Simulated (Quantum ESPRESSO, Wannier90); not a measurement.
**Rh (fcc (Cu type)): Wannier90 run**

```
CELL_PARAMETERS angstrom
      0.00000     1.90298     1.90298
      1.90298     0.00000     1.90298
      1.90298     1.90298     0.00000
ATOMIC_POSITIONS crystal
  Rh 0.00000 0.00000 0.00000
```

Structure: Materials Project mp-74, symmetrised, not relaxed again. This is the element's usual structure. Level: PBEsol, no spin polarisation, no spin-orbit coupling; pw.x of Quantum ESPRESSO at 71 Ry with PseudoDojo potentials, 12×12×12 k-points, Wannier90. Density: 18×18×18 mesh, cold smearing 0.01 Ry.

The plane-wave run has 21 bands and 17 electrons a cell. On the energy scale of pw.x, whose zero is arbitrary, the Fermi level lies at 22.46 eV.

Isolated groups of bands, relative to the Fermi level (bands from 5 on overlap up to the last one computed):

```json
[
 {"bands": "1", "from (eV)": "-78.86", "to (eV)": "-78.71", "filling": "filled", "weight on atomic waves": "Rh 4s 97 %"},
 {"bands": "2–4", "from (eV)": "-47.07", "to (eV)": "-46.34", "filling": "filled", "weight on atomic waves": "Rh 4p 99 %"}
]
```

Input w.win, without the blocks of cell, atoms and k-points (1728 lines):

```
num_bands = 17
num_wann = 9
exclude_bands = 1-4
num_iter = 800
conv_tol = 1.0e-7
conv_window = 4
dis_num_iter = 1000
dis_conv_tol = 1.0e-7
dis_froz_max = 23.96
dis_win_max = 45.76
write_hr = true
write_u_matrices = true
begin projections
Rh: s;p;d
end projections
mp_grid = 12 12 12
```

wannier90.x stops with:
```
dis_windows: Energy window contains fewer states than number of target WFs
```
At some k-point the outer window holds fewer bands than num_wann, so no subspace of that size can be extracted. Mended as below, all else unchanged, the run goes through (Ω_I = 7.4 Å²) and follows the plane-wave bands to 2.0 meV rms (states up to 1.0 eV relative to the Fermi level).
Remove the line dis_win_max = 45.76.
